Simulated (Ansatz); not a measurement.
The start is a generated cell, Te2Mo built in the AFLOW prototype AB2_oC24_41_2a_2b (C_e, as in Sn2Pd). The structure is fully relaxed (lattice and positions, P = 0) with PBE (plane waves to 420 eV, PAW, scalar-relativistic; Ansatz, a quantum-chemistry and plane-wave program). First-step values are on the input's coarse k-mesh.

Ansatz input (later rounds restart from its end on a renewed k-mesh):
Ansatz 0.2 input:
```yaml
crystal:
  lattice:
    - [7.3983566, 0, 0]
    - [0, 3.6991783, 6.9409559]
    - [0, -3.6991783, 6.9409559]
  atoms:
    - { symbol: Mo, position: [0, 0.99, 0.99] }
    - { symbol: Mo, position: [0.5, 0.49, 0.49] }
    - { symbol: Mo, position: [0, 0.762, 0.762] }
    - { symbol: Mo, position: [0.5, 0.262, 0.262] }
    - { symbol: Te, position: [0.658, 0.033, 0.717] }
    - { symbol: Te, position: [0.342, 0.717, 0.033] }
    - { symbol: Te, position: [0.158, 0.217, 0.533] }
    - { symbol: Te, position: [0.842, 0.533, 0.217] }
    - { symbol: Te, position: [0.75, 0.375, 0.875] }
    - { symbol: Te, position: [0.25, 0.875, 0.375] }
    - { symbol: Te, position: [0.25, 0.375, 0.875] }
    - { symbol: Te, position: [0.75, 0.875, 0.375] }
basis: { ecutwfc: 420, ecutrho_ratio: 4, xc_grid: 2, fft_grid_basis: typed }
kpoints: { mp_grid: { grid: [3, 3, 3] } }
hamiltonian:
  xc: pbe
  dispersion: none
  pseudopotentials: { azcp: { folder: ./paw }, kind: paw }
scf: { occupations: { method: fermi_dirac, width: 0.05 } }
relax: { f_tol: 0.01, max_steps: 100, cell: { stress_tol: 0.02 } }
output: { forces: true, stress: true }
```

```yaml
initial_pressure: "-14 GPa (negative: the cell is under tension)"
outcome: The space group goes from Aea2 (No. 41) to Cmce (No. 64), with 12 atoms in the primitive cell
energy_released: 0.52 eV/atom
volume_change: -26.1 %, from 31.66 to 23.41 Å³/atom
Shortest distances (start → end): "The closest pairs of elements (up to four, under 3.6 Å), start → end: Mo–Te 3.20 → 2.85 Å; Mo–Mo 3.17 → 2.91 Å; Te–Te 3.31 → 3.06 Å"
band_gap_at_the_end: no gap (metallic)
optimiser_moves: 10
```

The end point of the relaxation:

Space group Cmce (No. 64); a = 12.9130 Å, b = 6.5899 Å, c = 6.6020 Å, α = β = γ = 90.00°

| atom | site | symmetry | x | y | z |
|---|---|---|---|---|---|
| Mo | 8d | 2.. | 0.1128 | 0.0000 | 0.0000 |
| Te | 8f | m.. | 0.0000 | 0.3375 | 0.1658 |
| Te | 8e | .2. | 0.2500 | 0.2384 | 0.2500 |
(The calculation used a cell of 12 atoms; values per cell refer to that cell.)

Final values are on a 7×7×6 k-mesh of the relaxed cell. No spin polarisation in the result.

The run could not lose the symmetry of its start, so the end can be a saddle point.

The relaxed structure here is a generated cell of Te2Mo: the first start was made by placing the elements on the sites of a structure type, and the end was not matched to a known phase here, so it may be hypothetical. Known forms of Te2Mo include space group No. 194.
